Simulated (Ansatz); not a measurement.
## Kick test of a cell of DyBe

It was reached by relaxing an invented guess, and it needn't be the stable form of this composition.

Level of theory: DFT PBE, scalar-relativistic, plane waves, PAW, and for the lanthanide a 4f-in-core norm-conserving potential, in Ansatz 0.2.0. Plane waves to 630 eV, a k mesh through Γ of 10×10×10 on the computed 4-atom cell and Gaussian smearing (0.10 eV); no spin polarisation.

The cell below (4 atoms, space group P6_3/mmc (No. 194)) is relaxed within its symmetry.

```cif
data_structure
_symmetry_space_group_name_H-M 'P 1'
_symmetry_Int_Tables_number 1
_cell_length_a 4.7193
_cell_length_b 4.7193
_cell_length_c 4.0321
_cell_angle_alpha 90.000
_cell_angle_beta 90.000
_cell_angle_gamma 120.051
_cell_volume 77.73
loop_
_atom_site_label
_atom_site_type_symbol
_atom_site_fract_x
_atom_site_fract_y
_atom_site_fract_z
_atom_site_occupancy
Dy1 Dy 0.16655 0.83345 0.75000 1
Dy2 Dy 0.83345 0.16655 0.25000 1
Be1 Be 0.49970 0.50030 0.75000 1
Be2 Be 0.50030 0.49970 0.25000 1
```

For the test a repeat of it with 8 atoms (edges 4.03, 4.72, 8.17 Å) was strained at random (σ = 1.5 % a component), the atoms were moved at random (σ = 0.10 Å), and all was relaxed again on a coarse 6×6×4 mesh (in the run’s order of axes) with 0.20 eV smearing, with no symmetry imposed.

Question: Does it come back?

Answer: It returns, within 1 meV/atom of the unmoved cell on that mesh and with the same symmetry when read at 0.1 Å (C2/m at 0.01 Å, so small strains and shifts remain). So it is stable against the distortions that fit this cell and that this random move excites. Modes that don't fit the cell aren't tested.

The lanthanide is trivalent by construction, without f bands, f moments or other valences.
